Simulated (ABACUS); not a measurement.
Band structure of a model cell of Ge2W (I4/mcm, 6 atoms in the cell; prototype structure).

```xyz
6
Lattice="-3.4309 3.4309 2.7606 3.4309 -3.4309 2.7606 3.4309 3.4309 -2.7606" Properties=species:S:1:pos:R:3 pbc="T T T"
Ge     4.5151     1.0842     0.0000
Ge     1.0842     2.3468     0.0000
Ge     2.3468     1.0842     2.7606
Ge    -1.0842     2.3468     2.7606
W      0.0000     0.0000     4.1410
W      0.0000     0.0000     1.3803
```

Level of theory: ABACUS with PBE, numerical atomic orbitals DZP (confined pseudo-atomic orbitals with Gaussian additions; energy shift 0.01 Ry), PseudoDojo 0.5 standard norm-conserving PBE (tails mended) pseudopotentials.

Settings: basis = DZP numerical atomic orbitals, energy shift 0.01 Ry; KPT = Gamma 5 5 5 0 0 0; basis_type = lcao; dft_functional = PBE; ecutwfc = 100 Ry; smearing_method = fd; smearing_sigma = 0.00734986 Ry; potentials = PseudoDojo 0.5 standard norm-conserving PBE (tails mended); symmetry = 1; symmetry_prec = 1e-05; nbands = 48; ks_solver = genelpa; scf_nmax = 100; scf_thr = 1.0e-06.

Lattice and positions were typed or generated, without prior relaxation. Spin-orbit coupling is left out, which matters for bands and gaps with elements this heavy. The atom-centred basis is finite, which shifts total energies, pressures and forces against plane waves. No clean gap shows at this smearing width and mesh (spacing up to 0.29 Å⁻¹); the mesh is coarse for partly filled bands, so the values carry mesh errors.

Points are given in units of this cell's reciprocal vectors. Levels in eV from the Fermi level, bands 39 to 44:
| point | 39 | 40 | 41 | 42 | 43 | 44 |
|---|---|---|---|---|---|---|
| Γ (0 0 0) | -1.52 | -1.52 | -1.37 | -1.06 | -0.39 | 0.27 |
| X (0 0 0.5) | -2.12 | -1.52 | -0.86 | -0.63 | 0.08 | 0.70 |
| M (-0.5 0.5 0.5) | -1.47 | -1.00 | 0.15 | 0.31 | 1.37 | 1.56 |
| Z (0.412 0.412 -0.412) | -1.42 | -0.03 | -0.03 | 0.43 | 0.82 | 1.13 |
| P (0.25 0.25 0.25) | -1.80 | -1.80 | -0.68 | -0.68 | -0.24 | -0.24 |
| N (0 0.5 0) | -1.26 | -1.26 | -0.28 | -0.28 | 0.35 | 0.35 |
| Z1 (-0.412 0.588 0.412) | -1.42 | -0.03 | -0.03 | 0.43 | 0.82 | 1.13 |

4 bands cross the Fermi level along this path, so the cell has no gap at this level.

The Fermi level comes from the SCF mesh, which can miss band crossings, so its place against them is uncertain.

Higher empty bands are left out: an atom-centred basis made for the valence describes them poorly.

The atomic orbitals were generated for these runs; they are not ABACUS's published sets and were checked against plane waves on a few crystals only.

“Tails mended”: in these copies of the files the far tail of each local potential was reset to the Coulomb form.
